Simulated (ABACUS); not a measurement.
A self-consistent single point of TiSi2 (P-1, 6 atoms in the cell; from Materials Project mp-2582, changed as shown).

```yaml
crystal:
  lattice:
    - [0.00000, 4.11752, 4.26290]
    - [2.38951, 0.00000, 4.26290]
    - [2.41341, 4.15869, 0.00000]
  atoms:
    - { symbol: Ti, position: [0.50000, 0.50000, 0.50000] }
    - { symbol: Ti, position: [0.75000, 0.75000, 0.75000] }
    - { symbol: Si, position: [0.83743, 0.16257, 0.83743] }
    - { symbol: Si, position: [0.16257, 0.83743, 0.16257] }
    - { symbol: Si, position: [0.41257, 0.08743, 0.41257] }
    - { symbol: Si, position: [0.08743, 0.41257, 0.08743] }
```

All values come from this method and carry its errors: PBE, numerical atomic orbitals DZP (confined pseudo-atomic orbitals with Gaussian additions; energy shift 0.003 Ry), PseudoDojo 0.5 standard norm-conserving PBE (tails mended) pseudopotentials (ABACUS 3.10.1).

ABACUS settings:

```
setting                                                               value
---------------  ----------------------------------------------------------
basis                  DZP numerical atomic orbitals, energy shift 0.003 Ry
KPT                                                       Gamma 8 8 8 0 0 0
basis_type                                                             lcao
dft_functional                                                          PBE
ecutwfc                                                              100 Ry
smearing_method                                                    gaussian
smearing_sigma                                                0.00734986 Ry
potentials       PseudoDojo 0.5 standard norm-conserving PBE (tails mended)
symmetry                                                                  1
symmetry_prec                                                         1e-05
ks_solver                                                           genelpa
scf_nmax                                                                100
scf_thr                                                             1.0e-07
mixing_type                                                         broyden
```

Results:

- Number of valence electrons: 40
- Number of bands: 30
- Number of k-points after the program's reduction: 260
- Size of the basis: 104
- Number of SCF iterations: 10
- Free energy E − TS: -3693.6551 eV
- Fermi level (on the code's own zero): 12.54 eV
- Pressure: 1.23 GPa

Stress (GPa, positive for compression):
```
 0.90  -1.49   0.45
-1.49  -0.12   0.45
 0.45   0.45   2.91
```

For comparison: a first run was changed to give this one (lattice vector c scaled by 1.01), and from it to this one the free energy is nearly the same (within 1 meV/atom) and the pressure goes from 2.56 to 1.23 GPa.

The atom-centred basis is finite, which shifts total energies and pressures against plane waves. The structure comes from a collection of computed structures, made at another level of theory; the collection holds predicted forms beside known ones.

Cost on one core: roughly 80 core-seconds.

The atomic orbitals were generated for these runs; they are not ABACUS's published sets and were checked against plane waves on a few crystals only.

“Tails mended”: in these copies of the files the far tail of each local potential was reset to the Coulomb form.
